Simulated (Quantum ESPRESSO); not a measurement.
# Strain and stress in Mg2AlO3F

These are calculations, not measurements. They come from pw.x of Quantum ESPRESSO 7.5, a plane-wave density functional program, with PseudoDojo standard norm-conserving files (v0.5 for PBE, v0.4.1 for LDA and PBEsol). The cells are made up: elements, strain and atom displacements were drawn at random, and nothing was relaxed. There is no spin polarisation, spin-orbit coupling or dispersion term.

The cell has 8 sites of a zincblende or diamond lattice. Sites 1 to 4 hold empty Mg Mg Al; sites 5 to 8 hold O O O F. Cell vectors in Å: (4.519, 0.000, 0.000); (0.000, 4.519, 0.000); (0.000, 0.000, 4.522). Settings: PBE, cutoff 1143 eV, 4 x 4 x 4 k mesh shifted by half a step, Fermi-Dirac smearing of 0.025 eV.

Each run adds the same strain along x and y to one cell, with the atoms carried along; the vectors above are those of run 4. Stress is positive in tension and P is minus a third of its trace. E is the free energy for each atom above the lowest run shown. The last column is band 25 less band 24 at Gamma, from a band step after each run.

| run | strain (%) | s_xx (GPa) | s_yy (GPa) | s_zz (GPa) | s_xy (GPa) | P (GPa) | E (meV/atom) | level step at Gamma (eV) |
| --- | --- | --- | --- | --- | --- | --- | --- | --- |
| 1 | -2.33 | 2.43 | 2.29 | 3.59 | 1.18 | -2.77 | 0.00 | 2.451 |
| 2 | -1.77 | 3.63 | 3.51 | 4.57 | 1.10 | -3.90 | 2.60 | 2.396 |
| 3 | -1.18 | 4.82 | 4.73 | 5.53 | 1.02 | -5.03 | 6.56 | 2.337 |
| 5 | 0.40 | 7.74 | 7.70 | 7.82 | 0.84 | -7.75 | 22.77 | 2.178 |
| 6 | 0.83 | 8.46 | 8.44 | 8.38 | 0.79 | -8.43 | 28.54 | 2.135 |
| 7 | 2.42 | 10.91 | 10.94 | 10.19 | 0.63 | -10.68 | 54.28 | 1.982 |
| 4 | -0.07 | ? | ? | ? | ? | ? | ? | ? |

A rerun of one of these cells at 1437 eV and k mesh 6 x 6 x 6 moved values by no more than 0.002 eV in the cell's energy, 0.04 GPa in stress and 0.004 eV/Å in force.

## Worked fit

A parabola through the six runs shown gives s_xx = 7.04 + 1.79 e - 0.079 e² GPa, with e in per cent and a scatter of 0.01 GPa. The slope is a stiffness of 179 ± 2 GPa for each unit of this strain at e = 0, the sum of the responses of s_xx to strain along x and along y. The atoms are clamped, and relaxing them would in general lower it. The error is the larger of the fit's own and the change that a cubic makes, rounded up.

## Withheld run

Question: what s_xx should run 4 give?

The fit gives 6.91 GPa. The calculation gave 6.91 GPa.

| run | strain (%) | s_xx (GPa) | s_yy (GPa) | s_zz (GPa) | s_xy (GPa) | P (GPa) | E (meV/atom) | level step at Gamma (eV) |
| --- | --- | --- | --- | --- | --- | --- | --- | --- |
| 4 | -0.07 | 6.91 | 6.86 | 7.18 | 0.89 | -6.98 | 17.12 | 2.225 |